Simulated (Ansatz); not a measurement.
## Computed properties of CrO2

```yaml
crystal:
  lattice:
    - [4.42100, 0.00000, 0.00000]
    - [0.00000, 4.42100, 0.00000]
    - [0.00000, 0.00000, 2.91700]
  atoms:
    - { symbol: Cr, position: [0.00000, 0.00000, 0.00000] }
    - { symbol: Cr, position: [0.50000, 0.50000, 0.50000] }
    - { symbol: O, position: [0.30100, 0.30100, 0.00000] }
    - { symbol: O, position: [0.19900, 0.80100, 0.50000] }
    - { symbol: O, position: [0.69900, 0.69900, 0.00000] }
    - { symbol: O, position: [0.80100, 0.19900, 0.50000] }
```

Atom numbers follow the list: Cr1, Cr2, O3, O4, O5, O6.

The cell is COD entry 9007540, as deposited and not checked against the literature; nothing was relaxed.

Semilocal functionals without U often leave such compounds metallic or with too small a gap, and the real magnetic order may differ.

Other magnetic orders may lie lower; this is the state that the run reached.

All numbers are computed: DFT, PBE, all-electron LAPW, scalar-relativistic (Ansatz 0.2.0); DFT, PBE, PAW with Ansatz's default frozen-core files, scalar-relativistic (Ansatz 0.2.0); DFT, PBE, all-electron PAW with datasets made for the crystal, scalar-relativistic (Ansatz 0.2.0).

For LAPW: a Γ-centred 6×6×9 k mesh, Fermi–Dirac smearing of 0.05 eV, basis error target 0.5 meV/atom, spin-polarised from start moments Cr1 3, Cr2 3 μB. PAW takes a cutoff of 420 eV at this cell. The crystal-made all-electron datasets (AE datasets) take a cutoff of 520 eV at this cell. The Ansatz runs share mesh, smearing and spin set-up. Values come from LAPW unless marked.

```yaml
Löwdin_charges_with_0.21_e_of_the_cell_spilling_out_of_the_atomic_basis_so_their_sizes_and_signs_hang_on_that_basis: Cr1 1.28, O3 -0.59 e
Contact_hyperfine_fields_crystal-made_datasets: Cr1 -7.7, O3 -1.1 T, core polarisation included, positive along the moment of the spin-up electrons
Band_gap: "none: bands cross the Fermi level, a metal"
Largest_force: 0.271 eV/Å on O4
Stress_xx_yy_zz_compression_positive: 2.65, 2.65, 1.69 GPa
Bader_charges_from_the_PAW_run: Cr1 +1.99, O3 -0.99 e
Density_of_states_at_the_Fermi_level_0.2_eV_bin: 0.91 states/eV per cell
Volume_per_atom: 9.50 Å³
```

Problem. Predict this quantity. Moments in the spheres.

Solution. Cr1 1.93, O3 -0.06 μB.

Problem. Predict this quantity. Moment of the cell.

Solution. 4.00 μB.

Problem. Give the computed value. Pressure at this cell.

Solution. 23.3 kbar.
